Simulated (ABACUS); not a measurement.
A self-consistent single point of Cu (I4/mmm, 1 atom in the cell; from Materials Project mp-1010136, lattice scaled a little).

```
Cu
1.0
   -1.46335     1.46335     1.37409
    1.46335    -1.46335     1.37409
    1.46335     1.46335    -1.37409
Cu
1
Direct
  0.00000   0.00000   0.00000
```

Level of theory: PBEsol, PseudoDojo 0.4 standard norm-conserving PBEsol (tails mended) pseudopotentials (plane waves; ABACUS).

ABACUS settings:

```
key                                                                      value
---------------  -------------------------------------------------------------
KPT                                                       Gamma 16 16 16 0 0 0
basis_type                                                                  pw
ecutwfc                                                                  92 Ry
smearing_method                                                             mv
smearing_sigma                                                   0.00999582 Ry
potentials       PseudoDojo 0.4 standard norm-conserving PBEsol (tails mended)
symmetry                                                                     1
symmetry_prec                                                            1e-05
ks_solver                                                                  dav
scf_nmax                                                                   100
scf_thr                                                             1.0e-09 Ry
mixing_type                                                            broyden
mixing_beta                                                                0.4
```

Results:

| Item | Value |
|---|---|
| Number of valence electrons | 19 |
| Number of bands | 20 |
| Number of k-points after the program's reduction | 349 |
| Number of plane waves (most at a k-point) | 1208 |
| Number of SCF iterations | 9 |
| FFT grid | 30 × 30 × 30 |
| Free energy E − TS | -5155.3761 eV |
| Fermi level (on the code's own zero) | 17.30 eV |
| Pressure | -5.78 GPa |

Stress (GPa, positive for compression):
```
-5.70   0.00   0.00
 0.00  -5.70   0.00
 0.00   0.00  -5.92
```

The structure comes from a collection of computed structures, made at another level of theory; the collection holds predicted forms beside known ones. Its lattice was then scaled.

Cost on one core: around 2.0 core-minutes (rough).

“Tails mended”: in these copies of the files the far tail of each local potential was reset to the Coulomb form.
